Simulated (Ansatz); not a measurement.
InP:
```yaml
crystal:
  lattice:
    - [3.85506, 0.00000, 0.00000]
    - [-1.92753, 3.33858, 0.00000]
    - [0.00000, 0.00000, 6.55244]
  atoms:
    - { symbol: In, position: [0.00000, 0.00000, 0.00000] }
    - { symbol: In, position: [0.00000, 0.00000, 0.50000] }
    - { symbol: P, position: [0.33333, 0.66667, 0.25000] }
    - { symbol: P, position: [0.66667, 0.33333, 0.75000] }
```

Relaxed with r²SCAN. Special points in fractions of this cell's reciprocal vectors: Γ (0.000, 0.000, 0.000); M (0.500, 0.000, 0.000); K (0.333, 0.333, 0.000); A (0.000, 0.000, 0.500); L (0.500, 0.000, 0.500); H (0.333, 0.333, 0.500).

Q: List the band energies nearest the Fermi level at these points for DFT-r²SCAN in the program Ansatz with PAW potentials.

A: In eV from the Fermi level; about four levels below and three above (degenerate sets whole), none deeper than 8.9 eV; points with the same levels are listed once.

| k | below | above |
|---|---|---|
| Γ | -7.06 -0.66 -0.42 -0.42 | 0.23 0.23 0.65 |
| M | -4.68 -3.88 -3.53 -2.37 | 0.09 1.47 2.35 |
| K | -2.96 -2.96 -2.74 -2.74 -2.25 | 5.30 6.05 6.05 |
| A | -0.06 -0.06 -0.06 -0.06 | 2.89 2.89 5.21 5.21 5.21 5.21 |
| L | -1.74 -1.74 -1.45 -1.45 | 0.40 0.40 4.00 4.00 |
| H | -4.31 -4.31 -0.39 -0.39 | 1.66 1.66 2.89 2.89 |

Space group P6_3/mmc (NiAs type). The start of the workflow was typed in or built on a structure type; neither database checked (COD, Materials Project) lists it. It is not the phase usual at ambient conditions (space group No. 216). The cell was relaxed with r²SCAN under the symmetry of its start; whether a distortion lowers the energy is not shown. Spin–orbit coupling is left out wherever it is not named.

Potentials: the earlier of the program's two PAW sets.
